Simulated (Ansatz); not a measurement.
According to r²SCAN in the plane-wave PAW code Ansatz, BP in the cubic phase (Pm-3n; B on 6d, P on 6c) relaxes to a = 5.576 Å. Its formation energy from the elements is -0.14 eV/atom, with no fitted shifts.

It is gapped at this level: 0.64 eV (indirect). The valence maximum lies at Γ and the conduction minimum on the Γ–X line, 86 % of the way from Γ (6 equivalent valleys). The screened hybrid HSE06 puts the gap at 1.30 eV. The electron mass is 0.33, 0.33, 0.58 mₑ (principal values).

An equation-of-state fit gives a bulk modulus of 127 GPa. The relaxed-ion elastic constants in GPa are C11 = 271, C12 = 55.9, C44 = 94.2. The elastic constants imply a Debye temperature near 867 K. Bader charges are B +0.56, P -0.56 e.

The start of the workflow was typed in or built on a structure type; neither database checked (COD, Materials Project) lists it. It is not the phase usual at ambient conditions (space group No. 216). Symmetry was held in the r²SCAN relaxation; whether a distortion lowers the energy is not shown. The references are the lowest solids computed at this level, not always the standard phases.

Potentials: the earlier of the program's two PAW sets.
